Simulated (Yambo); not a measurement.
Yambo run on CsSrF₃ (cubic perovskite, space group Pm-3m, No. 221). The wavefunctions are PBEsol (Quantum ESPRESSO, PseudoDojo norm-conserving, 84 Ry, with spin-orbit coupling) ones on a 2×2×2 mesh (40 occupied bands); a = b = c = 4.763 Å, α = β = γ = 90.00°.

Yambo input:

```
rim_cut
HF_and_locXC
RandQpts= 1000000
RandGvec= 1 Ry
EXXRLvcs= 84 Ry
VXCRLvcs= 336 Ry
% QPkrange
 1 | 1 | 38 | 42 |
 2 | 2 | 40 | 41 |
 3 | 3 | 40 | 41 |
 4 | 4 | 40 | 41 |
%
```

k points by index: 1 = Γ, 2 = X, 3 = M, 4 = R.

The o-*.hf file then holds:

```
#    K-point    Band    Eo [eV]    Ehf [eV]    Vxc [eV]    Vnlxc [eV]
#
    1    38    -0.70995E-13    -7.624086    -22.22751    -29.85160
    1    39    -0.35498E-13    -7.624074    -22.22751    -29.85159
    1    40    0.000000    -7.624083    -22.22751    -29.85159
    1    41    6.226203    10.44458    -8.025871    -3.807496
    1    42    6.226203    10.44458    -8.025871    -3.807496
    2    40    -0.010887    -7.613723    -22.19297    -29.79581
    2    41    7.852074    12.07432    -9.122654    -4.900412
    3    40    -0.055995    -7.756464    -21.73679    -29.43726
    3    41    8.131285    12.65222    -9.477888    -4.956951
    4    40    -0.038096    -7.742638    -21.76745    -29.47199
    4    41    8.435321    12.91945    -8.569974    -4.085845
```
Exchange alone, without screening.

Geometry of the Materials Project entry, not relaxed at this level.

The structure is a Materials Project entry; no match was found in the copy of COD used, and its stability was not checked.
